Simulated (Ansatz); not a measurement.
TePt:
```yaml
crystal:
  lattice:
    - [3.44075, 0.00000, 0.00000]
    - [0.00000, 3.44075, 0.00000]
    - [0.00000, 0.00000, 3.44525]
  atoms:
    - { symbol: Pt, position: [0.00000, 0.00000, 0.00000] }
    - { symbol: Te, position: [0.50000, 0.50000, 0.50000] }
```

Relaxed with PBE. Special points in fractions of this cell's reciprocal vectors: Γ (0.000, 0.000, 0.000); X (0.000, 0.500, 0.000); M (0.500, 0.500, 0.000); Z (0.000, 0.000, 0.500); R (0.000, 0.500, 0.500); A (0.500, 0.500, 0.500).

**Question.** List the band energies nearest the Fermi level at these points for PBE with spin–orbit coupling in the plane-wave PAW code Ansatz.

**Answer.** In eV from the Fermi level; about four levels below and three above (degenerate sets whole), none deeper than 8.9 eV; points with the same levels are listed once.

| k | below | above |
|---|---|---|
| Γ | -1.00 -1.00 -0.98 -0.98 | 0.40 0.40 6.88 6.88 6.88 6.88 |
| X | -2.34 -2.34 -1.63 -1.63 | 1.91 1.91 2.85 2.85 |
| M | -1.31 -1.31 -0.38 -0.38 | 0.76 0.76 7.59 7.59 |
| Z | -2.34 -2.34 -1.64 -1.64 | 1.91 1.91 2.85 2.85 |
| R | -1.31 -1.31 -0.39 -0.39 | 0.77 0.77 7.61 7.61 |
| A | -1.81 -1.81 -1.81 -1.81 | 0.23 0.23 1.16 1.16 |

Space group Pm-3m (CsCl type). The start of the workflow was typed in or built on a structure type; neither database checked (COD, Materials Project) lists it. COD files the formula under space group No. 166, 194, so this cell is another polymorph or a model. Its standing as an ambient phase is unchecked. Symmetry was held in the PBE relaxation; whether a distortion lowers the energy is not shown. The run is not spin-polarised. Its formation energy is positive at this level, so the cell may be metastable or incomplete. Point labels and valley counts follow the cell and symmetry of the run, lower than the named group.

Potentials: the earlier of the program's two PAW sets.
